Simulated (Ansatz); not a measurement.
The start is a relaxed Mo cell displaced along its unstable phonon at q = (½, 0, 0) of its primitive reciprocal cell (173i cm⁻¹), largest move 0.15 Å. The cell and all atomic positions are relaxed at zero pressure with PBEsol (plane waves to 420 eV, PAW, scalar-relativistic; Ansatz, a program for electronic structure). The first steps use a coarse 4×8×13 k-mesh.

Input geometry:
```yaml
crystal:
  lattice:
    - [9.24254, 0.00000, 0.00000]
    - [-2.31064, 4.00214, 0.00000]
    - [0.00000, 0.00000, 2.53327]
  atoms:
    - { symbol: Mo, position: [0.00000, 0.00000, 0.99850] }
    - { symbol: Mo, position: [0.50000, 0.00000, 0.00150] }
    - { symbol: Mo, position: [0.16667, 0.66667, 0.44079] }
    - { symbol: Mo, position: [0.66667, 0.66667, 0.55921] }
    - { symbol: Mo, position: [0.33333, 0.33333, 0.55921] }
    - { symbol: Mo, position: [0.83333, 0.33333, 0.44079] }
```

```yaml
energy_released: 0.19 eV/atom
volume_change: -1.0 %, from 15.62 to 15.46 Å³/atom
relative_to_the_parent: "It does not go back: it reaches Pmmn (No. 59), 0.26 eV/atom below the parent"
band_gap_at_the_end: no gap (metallic)
optimiser_moves: 11
```

Relaxed structure:

Space group Pmmn, origin choice 1 (No. 59); a = 4.422 Å, b = 7.908 Å, c = 2.654 Å, α = β = γ = 90.00°

```tsv
atom	site	symmetry	x	y	z
Mo	2a	mm2	0.0000	0.0000	0.0172
Mo	4e	m..	0.0000	0.3283	0.3396
```

Final values are on a 11×6×17 k-mesh of the relaxed cell. No spin polarisation in the result.

The run could not lose the symmetry of its start, so the end can be a saddle point.

The relaxed structure here is a generated cell of Mo: the first start was made by placing the elements on the sites of a structure type, and the end was not matched to a known phase here, so it may be hypothetical. Known forms of Mo include space group No. 229.
